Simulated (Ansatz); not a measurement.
Data:

Relaxed ScAl3 (Cu3Au type):

```
ScAl3
1.0
    4.08581     0.00000     0.00000
    0.00000     4.08581     0.00000
    0.00000     0.00000     4.08581
Al Sc
3 1
Direct
  0.00000   0.50000   0.50000
  0.50000   0.50000   0.00000
  0.50000   0.00000   0.50000
  0.00000   0.00000   0.00000
```

In each cell atom 1 (Al, nearest neighbour Al at 2.889 Å; its periodic images, 4.1 Å or more away, move with it) moves by s·(0.577, 0.577, 0.577) (along Cartesian [111]), the rest being held.

All values below come from r2SCAN (plane waves to 500 eV, PAW, scalar-relativistic; Ansatz, a quantum-chemistry and plane-wave program). k mesh 9×9×9 (Γ-centred), Fermi-Dirac smearing 0.05 eV. Energies are smeared free energies. With partly filled bands, energies and forces of such displacements shift with the k mesh and the smearing. ScAl3 is run without spin polarisation. ScAl3 was relaxed with its symmetry unable to fall. The zero of ΔE is the undisplaced structure.

The scan covers s from -0.290 to 0.290 Å in 11 points.

Problem. Is this a single well or a double well?

Solution. A single well with its minimum at or next to zero displacement.

Problem. Is the energy the same for equal positive and negative displacements?

Solution. Even: the same for both signs. With its periodic images moving along, the atom's site symmetry in this cell is 4/mmm.

Problem. What is the force constant k = d²E/ds² of this move at s = 0?

Solution. 6.22 eV/Å².

(A displaced cell: forces are minus the slopes of the energy, force constants its curvatures, and phonons follow from these.)
